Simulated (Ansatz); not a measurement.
An Ansatz (a first-principles code) run. Input:

Ansatz 0.2 input:
```yaml
crystal:
  lattice:
    - [-1.6350266292, 1.6350266292, 1.6350266292]
    - [1.6350266292, -1.6350266292, 1.6350266292]
    - [1.6350266292, 1.6350266292, -1.6350266292]
  atoms:
    - { symbol: Nb, position: [0.0, 0.0, 0.0] }
kpoints:
  mp_grid: { grid: [37, 37, 37] }
hamiltonian:
  xc: pbesol
  pseudopotentials: { kind: paw }
scf:
  occupations: { method: fermi_dirac, width: 0.1 }
elastic: { mode: relaxed_ion, stencil: two_point, amplitude: 0.005, f_tol: 0.0005 }
```

Output (shortened):

```
Pseudopotentials: kind: paw
Pseudopotential: Nb, paw, valence charge 13
Functional definition: PBEsol
Crystal: 1 atoms, lattice volume = 17.484 Å³
Basis set: ecut = 420 eV, 321 PW (Γ), exchange–correlation on 40×40×40 points (8 copies of the dense FFT grid, shifted against one another)
Bands: 11, of which v1, the nominal top of the filled ones, is band 7 counted from 1 (6 counted from 0)
Symmetry: 48 space group operations
Space group: Im-3m (ITA 229), of the structure as read, at distance tolerance 2.6e-5 Å
k-points: 1330 of 50653
PAW frozen core: Nb, regenerated for the run's functional, and the local potential with it
Initial wavefunctions: pseudopotential atomic-orbital guess
Eigensolver: davidson
Functional: x = pbesol(κ = 0.804, μ = 0.12345679012345678), c = pbesol(β = 0.046)
all-band conjugate gradients solve this SCF's bands
SCF 1 converged in 7 iterations: F = -4495.477268 eV  dr2 = 7.50e-15
density extrapolation: transplant  |δρ|_rms = 5.712e-2 e/Å³  SAD shift = 6.266e-3 e/Å³
Crystal: 1 atoms, lattice volume = 17.396 Å³
Symmetry: 16 space group operations
k-points: 3610 of 50653
Initial density: handed on by an earlier stage of this run
Initial wavefunctions: those handed on with the density
SCF 2 converged in 7 iterations: F = -4495.476641 eV  dr2 = 4.38e-16
density extrapolation: first-order (α = -2.000)  |δρ|_rms = 5.712e-2 e/Å³  SAD shift = 6.216e-3 e/Å³
Crystal: 1 atoms, lattice volume = 17.571 Å³
Basis set: ecut = 420 eV, 337 PW (Γ), exchange–correlation on 40×40×40 points (8 copies of the dense FFT grid, shifted against one another)
SCF 3 converged in 5 iterations: F = -4495.477173 eV  dr2 = 3.88e-14
density extrapolation: transplant  |δρ|_rms = 5.712e-2 e/Å³  SAD shift = 3.457e-3 e/Å³
Crystal: 1 atoms, lattice volume = 17.484 Å³
Symmetry: 8 space group operations
k-points: 6859 of 50653
SCF 4 converged in 7 iterations: F = -4495.477247 eV  dr2 = 3.24e-14
density extrapolation: first-order (α = -2.000)  |δρ|_rms = 5.712e-2 e/Å³  SAD shift = 3.457e-3 e/Å³
Crystal: 1 atoms, lattice volume = 17.484 Å³
SCF 5 converged in 5 iterations: F = -4495.477247 eV  dr2 = 5.20e-14
SCF converged after 7 iterations
Free energy (F): -4495.477268 eV
Harris-Foulkes:  -4495.477268 eV  (|F-HF|=1.82e-12)
Internal energy: -4495.430632 eV  (E = F + TS)
E sigma→0 (E₀):  -4495.453950 eV
Entropy (-TS):   -0.046637 eV (-46.637 meV/atom)
Fermi energy:    18.276233 eV
--- Per-component energies (eV) ---
  E_band       = -60.315631
  E_kinetic    = 396.218269
  E_local      = -677.276986  (includes V_loc(G=0)·N_el)
  E_nonlocal   = 121.852262
  E_hartree    = 210.525922
  E_xc         = -174.894843
  E_vxc        = -213.056775  (∫ρ·V_xc dr)
  E_paw        = -3017.903873  (= ΣΔE_a)
  E_vpaw       = -109.104250  (= ΣTr[D̂ρ^β])
  E_aug_tail   = 0.000006  (compensation charges beyond the density's cutoff)
  E_ewald      = -1354.140098
  E_core_change = 0.188709  (= ΣΔE_core)
  E_smearing   = -0.046637  (= −TS)
  E_closure    = 0.000000  (closes the sum)
  Σ components = -4495.477268   (vs F -4495.477268, Δ=0.00e0)
--- Forces (eV/Å), atoms counted from 1 ---
  atom   1  Nb     0.00000000     0.00000000     0.00000000
  max |Σ_I F_I| component: 0.0 eV/Å
--- Stress (GPa, compression-positive) ---
        0.482815       0.000000       0.000000
        0.000000       0.482815       0.000000
        0.000000       0.000000       0.482815
  P = ⅓ Tr σ = 0.4828 GPa (4.828 kbar)
  The stress holds the Pulay correction. Without it, at fixed plane waves, as pw.x and ABINIT print it: P = 0.4608 GPa
  The stress includes an estimate of the error left by incomplete SCF convergence (largest component  0.0000 GPa; it does not cover the PAW one-centre terms).
--- Band table (eV; the first three rows and the last of 1330) ---
  k-point 0: bands = ["-35.9440", "-11.2079", "-11.2079", "-11.2079", "12.2714", "18.6145", "18.6145", "18.6145", "21.6234", "21.6234", "32.4579"]
  k-point 1: bands = ["-35.9421", "-11.2197", "-11.2114", "-11.2080", "12.3031", "18.5944", "18.6104", "18.6447", "21.5901", "21.6232", "32.4849"]
  k-point 2: bands = ["-35.9362", "-11.2545", "-11.2219", "-11.2083", "12.3972", "18.5355", "18.5966", "18.7353", "21.4975", "21.6230", "32.5641"]
  k-point 1329: bands = ["-35.4692", "-12.2315", "-12.2293", "-12.2293", "14.3534", "14.3591", "24.0369", "24.0369", "24.0914", "27.5150", "27.6431"]
  band table: 11 of 11 bands, residual norms ≤ 1.0e-3 eV
--- Elastic constants: 2 strain directions × 2 members + reference (group order 48) ---
  dense FFT box of the reference and of every strained cell: 20×20×20
  strains applied: 11, 23; error gains: componentwise 1.00 (the most a stress slope's error grows in a printed constant), spectral 1.73 (1 for all six strains …
  C = ∂σ_k/∂η_j (tension-positive GPa; Voigt order 11 22 33 23 13 12):
       265.104    142.045    142.045      0.000      0.000      0.000
       142.045    265.104    142.045      0.000      0.000      0.000
       142.045    142.045    265.104      0.000      0.000      0.000
         0.000      0.000      0.000     15.670      0.000      0.000
         0.000      0.000      0.000      0.000     15.670      0.000
         0.000      0.000      0.000      0.000      0.000     15.670
  reference stress σ⁰ (GPa):     -0.483     -0.483     -0.483      0.000      0.000      0.000
  moduli (Voigt/Reuss/Hill, GPa): K = 183.06/183.06/183.06   G = 34.01/22.33/28.17   E = 80.39   ν = 0.427
  mechanically stable: yes (min eigenvalue of sym C = 15.67 GPa)
  strain η (Voigt 11):  stress-route row diagonal C_11 = 265.10 GPa, energy-path curvature d²(F+E_count+ΔE)/dδ²/Ω₀ = 265.13 GPa
         δ    σ_11 (GPa)             F (eV)   n_scf  n_hpsi   n_pw
    -5.000e-3      -1.8220       -4495.4766409       7  691173    370   relax 0 steps, max|allowed force component| 0.00e0 eV/Å
     5.000e-3       0.8291       -4495.4771728       5  594560    370   relax 0 steps, max|allowed force component| 0.00e0 eV/Å
  strain η (Voigt 23):  stress-route row diagonal C_44 = 15.67 GPa, energy-path curvature d²(F+E_count+ΔE)/dδ²/Ω₀ = 15.92 GPa
         δ    σ_23 (GPa)             F (eV)   n_scf  n_hpsi   n_pw
    -5.000e-3      -0.0783       -4495.4772468       7  1366211    370   relax 0 steps, max|allowed force component| 0.00e0 eV/Å
     5.000e-3       0.0783       -4495.4772468       5  1159043    370   relax 0 steps, max|allowed force component| 0.00e0 eV/Å
```

Cost: around 7 core-minutes (rough) on shared cores.

The PBEsol relaxation kept the symmetry of its start. No spin polarisation was allowed. As this level gives no gap, shear constants depend on the k-mesh and smearing (Fermi–Dirac, 0.1 eV here). On the denser mesh and wider smearing of the elastic run this cell carries a stress of 0.5 GPa. Spin–orbit coupling is left out wherever it is not named.

Potentials: the later of the program's two PAW sets.

Ansatz is a plane-wave DFT program.
